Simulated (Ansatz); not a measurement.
# AuTe2: pressure against volume

AuTe2, P-3m1, a = 4.189 Å, c = 5.176 Å. The structure is a COD entry; whether it is the stable form wasn't checked. Ansatz: r2SCAN, PAW, 500 eV, Γ-centred 12×12×8 mesh on 3 atoms, Gaussian smearing 0.10 eV; no spin polarisation. Shape and atoms are relaxed at each volume; pressure is positive in compression.

```tsv
V (Å³/atom)	P (GPa)
23.071	?
23.857	8.88
24.644	5.36
25.430	2.43
26.217	0.02
27.003	-1.96
27.790	-3.56
28.838	-5.17
```

**Question.** Take V0 = 26.217 Å³/atom, count pressures from its P0 = 0.02 GPa, fit the third-order Birch–Murnaghan form to the other rows, and predict the missing pressure.

**Answer.** With the Eulerian strain f = ½[(V0/V)^(2/3) − 1] and y = (P − P0)/[3f(1 + 2f)^(5/2)], the form is the line y = B0 + 1.5 B0 (B0′ − 4) f. Rows (f, y): 0.03245, 77.8; 0.02106, 76.2; 0.01026, 74.4; -0.00975, 71.1; -0.01905, 69.0; -0.03077, 65.9. Means f = 0.0007000, y = 72.400; Σ(Δf)² = 0.003004, ΣΔfΔy = 0.5532; the slope is their ratio. y = 72.27 + 184.2 f GPa, so B0 = 72.3 GPa and B0′ = 4 + 2 × (184.2)/(3 × 72.27) = 5.70. At V = 23.071, f = 0.04448, y = 80.46 and P = 13.31 GPa. The run gave 13.12 GPa, so the fit is 0.19 GPa too high, 1 % of the span of the series, against an rms of 0.03 GPa on the fitted rows. The row lies outside the fitted range. The points of y bend away from a line: a fourth-order term fitted to them gives P = 13.05 GPa at this row's volume (the line 13.31, the run 13.12).

Spin–orbit coupling is left out, which can shift energies with elements as heavy as these.

Cost: 8 runs of about 13 core-minutes in all, on Intel Xeon Platinum 8488C (Sapphire Rapids) (shared hosts).